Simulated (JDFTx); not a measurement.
System: TiAl(111) (P4/mmm bulk; lattice of mp-1953, not re-optimised at this level), 1x1 cell of 11 atoms in 11 planes (Ti outermost, slab composition Ti6Al5), area 17.99 Å² a face, 8.7 Å between the outermost planes in a cell 24.9 Å high; k mesh 6×6×1, Fermi width 0.01 Ha, no spin polarisation. Whether this polymorph is the ambient one wasn't checked. Neither spin polarisation nor a larger cell was tried.

Profiles through the double layer of this slab, charged, in CANDLE, water, 2 M KCl; PBE, GBRV ultrasoft potentials, plane waves to 20/100 Ha, JDFTx (a modified build). z is the height above the outermost atoms, φ the plane-averaged electrostatic potential energy of an electron (zero in the bulk liquid), ρ_b the bound charge of solvent and ions, s the cavity shape function (0 in the solid, 1 in the liquid).

| z (Å) | n (e/Å³) | s | φ (eV) | ρ_b (10⁻³ e/Å³) |
|---|---|---|---|---|
| 0.94 | 0.0520 | 0.00 | -2.482 | -0.81 |
| 1.40 | 0.0119 | 0.00 | -0.838 | -13.74 |
| 1.86 | 0.0030 | 0.08 | -0.160 | -11.75 |
| 2.32 | 0.0008 | 0.33 | -0.082 | -0.73 |
| 2.78 | 0.0002 | 0.63 | -0.056 | -0.08 |
| 3.24 | 0.0001 | 0.89 | -0.043 | -0.06 |
| 3.70 | 0.0000 | 0.99 | -0.035 | -0.03 |
| 4.16 | 0.0000 | 1.00 | -0.028 | -0.03 |
| 4.63 | 0.0000 | 1.00 | -0.023 | -0.03 |
| 5.09 | 0.0000 | 1.00 | -0.018 | -0.02 |
| 5.55 | 0.0000 | 1.00 | -0.015 | -0.02 |
| 6.01 | 0.0000 | 1.00 | -0.012 | -0.01 |
| 6.47 | 0.0000 | 1.00 | -0.010 | -0.01 |
| 6.93 | 0.0000 | 1.00 | -0.008 | -0.01 |
| 7.39 | 0.0000 | 1.00 | -0.006 | -0.01 |
| 7.85 | 0.0000 | 1.00 | -0.005 | -0.01 |

**Question.** Is the electrode positively or negatively charged, and roughly by how much?

**Answer.** Positively: σ = 20.3 μC/cm² per face. The liquid's bound charge is of the opposite sign overall, and far from the surface φ decays with the screening length (2.1 Å).
